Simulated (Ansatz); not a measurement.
Starting cell, TiAl$_{3}$ (D022 type, space group I4/mmm):

```
TiAl3
1.0
   -1.92294     1.92294     4.30997
    1.92294    -1.92294     4.30997
    1.92294     1.92294    -4.30997
Al Ti
3 1
Cartesian
  0.00000   0.00000   4.30997
  0.00000   1.92294   2.15498
  1.92294   0.00000   2.15498
  0.00000   0.00000   0.00000
```

In each cell atom 2 (Al, nearest neighbour Al at 2.719 Å; its periodic images, 3.8 Å or more away, move with it) moves by s·(0.707, -0.707, 0.000) (towards the nearest neighbour), the rest being held.

These are PBE (plane waves to 420 eV, PAW, scalar-relativistic; Ansatz, a quantum-chemistry and plane-wave program) values and carry that method's errors. k mesh 14×14×14 (Γ-centred), Fermi-Dirac smearing 0.05 eV. Energies are smeared free energies. With partly filled bands, energies and forces of such displacements shift with the k mesh and the smearing. TiAl3 is run without spin polarisation. TiAl3 was relaxed with its symmetry unable to fall. ΔE is measured from the undisplaced structure.

**Question.** Estimate the ΔE (eV/cell) for s (Å) = -0.540, -0.432, -0.324, 0.324, 0.540.

**Answer.** 
```
s (Å)   ΔE (eV/cell)
------  ------------
-0.540         1.240
-0.432         0.736
-0.324         0.389
0.324          0.389
0.540          1.240
```

(A displaced cell: forces are minus the slopes of the energy, force constants its curvatures, and phonons follow from these.)
